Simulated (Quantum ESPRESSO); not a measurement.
# Strain and stress in Ga3SiN3C

These are calculations, not measurements. They come from pw.x of Quantum ESPRESSO 7.5, a plane-wave density functional program, with PseudoDojo standard norm-conserving files (v0.5 for PBE, v0.4.1 for LDA and PBEsol). The cells are made up: elements, strain and atom displacements were drawn at random, and nothing was relaxed. There is no spin polarisation, spin-orbit coupling or dispersion term.

The cell has 8 sites of a zincblende or diamond lattice. Sites 1 to 4 hold Ga Ga Si Ga; sites 5 to 8 hold N N C N. Cell vectors in Å: (4.547, 0.017, -0.024); (0.017, 4.563, 0.056); (-0.024, 0.056, 4.621). Settings: PBE, cutoff 1143 eV, 4 x 4 x 4 k mesh shifted by half a step, Fermi-Dirac smearing of 0.025 eV.

Each run adds a strain along z to one cell, with the atoms carried along; the vectors above are those of run 4. Stress is positive in tension and P is minus a third of its trace. E is the free energy for each atom above the lowest run shown. The last column is band 32 less band 31 at Gamma, from a band step after each run.

```
run  strain (%)  s_xx (GPa)  s_yy (GPa)  s_zz (GPa)  s_xy (GPa)  P (GPa)  E (meV/atom)  level step at Gamma (eV)
  1       -1.99        1.89        1.31       -1.85        1.22    -0.45          0.29                     1.355
  2       -0.85        3.23        2.69        1.22        1.14    -2.38          0.00                     1.298
  4       -0.05        4.10        3.59        3.33        1.09    -3.67          1.33                     1.256
  5        0.24        4.40        3.90        4.09        1.07    -4.13          2.15                     1.240
  6        1.32        5.45        4.99        6.88        1.00    -5.77          6.55                     1.179
  7        1.71        5.80        5.36        7.87        0.98    -6.34          8.71                     1.156
  3       -0.48           ?           ?           ?           ?        ?             ?                         ?
```

A rerun of one of these cells at 1437 eV and k mesh 6 x 6 x 6 moved values by no more than 0.004 eV in the cell's energy, 0.02 GPa in stress and 0.002 eV/Å in force.

## Worked fit

A parabola through the six runs shown gives s_zz = 3.46 + 2.62 e - 0.025 e² GPa, with e in per cent and a scatter of 0.01 GPa. The slope is a stiffness of 262 ± 1 GPa for each unit of this strain at e = 0. The atoms are clamped, and relaxing them would in general lower it. The error is the larger of the fit's own and the change that a cubic makes, rounded up.

## Withheld run

Question: what s_zz should run 3 give?

The fit gives 2.20 GPa. The calculation gave 2.20 GPa.

| run | strain (%) | s_xx (GPa) | s_yy (GPa) | s_zz (GPa) | s_xy (GPa) | P (GPa) | E (meV/atom) | level step at Gamma (eV) |
| --- | --- | --- | --- | --- | --- | --- | --- | --- |
| 3 | -0.48 | 3.64 | 3.12 | 2.20 | 1.12 | -2.99 | 0.45 | 1.279 |